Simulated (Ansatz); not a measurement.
An Ansatz input:

```yaml
crystal:
  lattice:
    - [3.9894629479, 0.0, 0.0]
    - [-1.9947314739, 3.4549762603, 0.0]
    - [0.0, 0.0, 4.5177026004]
  atoms:
    - { symbol: Te, position: [0.3333333333, 0.6666666667, 0.25] }
    - { symbol: Te, position: [0.6666666667, 0.3333333333, 0.75] }
hamiltonian:
  xc: lda
  pseudopotentials:
    kind: paw
    azcp:
      Te: "pseudopotentials/Te.paw.azcp"
basis:
  ecutwfc: 420
  fft_grid_basis: typed
kpoints:
  mp_grid: { grid: [11, 11, 8], shift: [0, 0, 0] }
magnetization:
  spin_polarized: false
scf:
  occupations: { method: fermi_dirac, width: 0.1 }
  lower_state_search: "off"
output:
  stress: true
  write_density: true
  write_potential: true
  elf: true
  volumetric_format: npy
```

and its output:

```
Warning: the record states the generating functional pbe (its physics header spells it `PBE`), which answers neither for hamiltonian.xc's functional nor for the lda family's — results may be inconsistent (PPs are generated against a specific XC)
Engine: ansatz 0.2.0, aarch64-unknown-linux-gnu
Pseudopotentials: kind: paw
Pseudopotential: Te, paw, valence charge 16, recommended cutoff 420 eV (normal) 
Functional definition: SPW92
  exchange = slater_x
  correlation = pw_c
Crystal: 2 atoms, lattice volume = 62.270 Å³
Basis set: ecut = 420 eV, 1215 PW (Γ)
Bands: 20, of which v1, the nominal top of the filled ones, is band 16 counted from 1 (15 counted from 0)
Symmetry: 24 space group operations
Space group: P63/mmc (ITA 194), of the structure as read, at distance tolerance 4.0e-5 Å
k-points: 80 of 968
Non-local potential: Te, projectors of the file, l = 0: 2, l = 1: 2, l = 2: 2, l = 3: 2
PAW form: soft (Blöchl's): semilocal exchange-correlation on the pseudo side does not see the compensation charge
PAW frozen core: Te, regenerated for the run's functional, and the local potential with it (the file was generated under x = pbe(κ = 0.804, μ = 0.2195149727645171), c = pbe(β = 0.06672455060314922))
PAW one-centre angular grid: Te, 590 points (default); XC on 64 Gauss nodes
Initial density: superposition of atomic densities (neutral atoms: chi_scale 0, normalization atom), corrected by the library's trained network
Initial wavefunctions: pseudopotential atomic-orbital guess
Functional: x = slater, c = lda
SCF iter   1: F=—  HF=-13654.094536 eV  |F-HF|=—  |Δ(HF+E_count)|=         —  Δρ=4.80e-3  dr2=5.70e-3  ethr=1.77e-3  ⟨swp⟩=5.8  Hψ=7914  notcnv=0
SCF iter   2: F=—  HF=-13654.091526 eV  |F-HF|=—  |Δ(HF+E_count)|=   3.01e-3  Δρ=2.67e-3  dr2=1.98e-3  ethr=1.78e-5  ⟨swp⟩=1.9  Hψ=2432  notcnv=0
SCF iter   3: F=—  HF=-13654.091175 eV  |F-HF|=—  |Δ(HF+E_count)|=   3.50e-4  Δρ=3.92e-4  dr2=1.26e-4  ethr=6.20e-6  ⟨swp⟩=2.2  Hψ=2897  notcnv=0
SCF iter   4: F=—  HF=-13654.091156 eV  |F-HF|=—  |Δ(HF+E_count)|=   1.98e-5  Δρ=2.14e-4  dr2=2.07e-5  ethr=3.94e-7  ⟨swp⟩=2.0  Hψ=2892  notcnv=0
SCF iter   5: F=—  HF=-13654.091121 eV  |F-HF|=—  |Δ(HF+E_count)|=   3.51e-5  Δρ=2.99e-5  dr2=7.16e-7  ethr=6.47e-8  ⟨swp⟩=2.0  Hψ=2893  notcnv=0
SCF iter   6: F=—  HF=-13654.091120 eV  |F-HF|=—  |Δ(HF+E_count)|=   4.63e-7  Δρ=1.05e-5  dr2=1.05e-7  ethr=3.13e-10  ⟨swp⟩=10.5  Hψ=12161  notcnv=0
SCF iter   7: F=-13654.091120 eV  HF=-13654.091120 eV  |F-HF|=7.73e-9  |Δ(HF+E_count)|=   2.46e-8  Δρ=3.50e-6  dr2=1.04e-8  ethr=3.13e-10  ⟨swp⟩=8.2  Hψ=8826  notcnv=0
SCF 1 converged in 7 iterations: F = -13654.091120 eV  dr2 = 1.04e-8
SCF converged after 7 iterations
Free energy (F): -13654.091120 eV
Harris-Foulkes:  -13654.091120 eV  (|F-HF|=7.73e-9)
Internal energy: -13654.051624 eV  (E = F + TS)
E sigma→0 (E₀):  -13654.071372 eV
Entropy (-TS):   -0.039496 eV (-19.748 meV/atom)
Fermi energy:    9.599453 eV
--- Per-component energies (eV) ---
  E_band       = -502.190411
  E_kinetic    = 362.029150
  E_local      = -2311.677293  (includes V_loc(G=0)·N_el)
  E_nonlocal   = -610.180921
  E_hartree    = 1515.211154
  E_xc         = -247.225461
  E_vxc        = -209.014929  (∫ρ·V_xc dr)
  E_paw        = -9019.157139  (= ΣΔE_a)
  E_vpaw       = -763.772172  (= ΣTr[D̂ρ^β])
  E_aug_tail   = -0.000392  (compensation charges beyond the density's cutoff)
  E_ewald      = -3344.408043
  E_core_change = 1.357322  (= ΣΔE_core)
  E_smearing   = -0.039496  (= −TS)
  E_closure    = 0.000000  (closes the sum)
  Σ components = -13654.091120   (vs F -13654.091120, Δ=0.00e0)
--- Stress (GPa, compression-positive) ---
       -2.993087      -0.000000      -0.000000
       -0.000000      -2.993087       0.000000
       -0.000000       0.000000      -6.027038
  P = ⅓ Tr σ = -4.0044 GPa (-40.044 kbar)
--- Band table (eV; the first three rows and the last of 80) ---
  k-point 0: bands = ["-27.5743", "-27.5658", "-27.5658", "-27.5517", "-27.5136", "-27.5136", "-27.4879", "-27.4879", "-27.4863", "-27.4863", "-4.0764", "0.6955", "4.9130", "8.0925", "8.0925", "10.6391", "10.6391", "12.9273", "13.0048", "15.6205"]
  k-point 1: bands = ["-27.5733", "-27.5646", "-27.5646", "-27.5524", "-27.5179", "-27.5179", "-27.4856", "-27.4856", "-27.4856", "-27.4856", "-3.9716", "0.2724", "5.3997", "8.1847", "8.1847", "10.5632", "10.5632", "12.4734", "13.2602", "15.7815"]
  k-point 2: bands = ["-27.5706", "-27.5612", "-27.5612", "-27.5546", "-27.5271", "-27.5271", "-27.4835", "-27.4835", "-27.4819", "-27.4819", "-3.6590", "-0.6227", "6.4752", "8.4531", "8.4531", "10.3188", "10.3188", "11.4473", "14.0258", "16.1523"]
  k-point 79: bands = ["-27.5653", "-27.5653", "-27.5426", "-27.5426", "-27.5358", "-27.5358", "-27.4851", "-27.4851", "-27.4826", "-27.4826", "-1.2339", "-1.2339", "4.3864", "4.3864", "6.5465", "6.5465", "12.5662", "12.5662", "17.7061", "17.7061"]
```
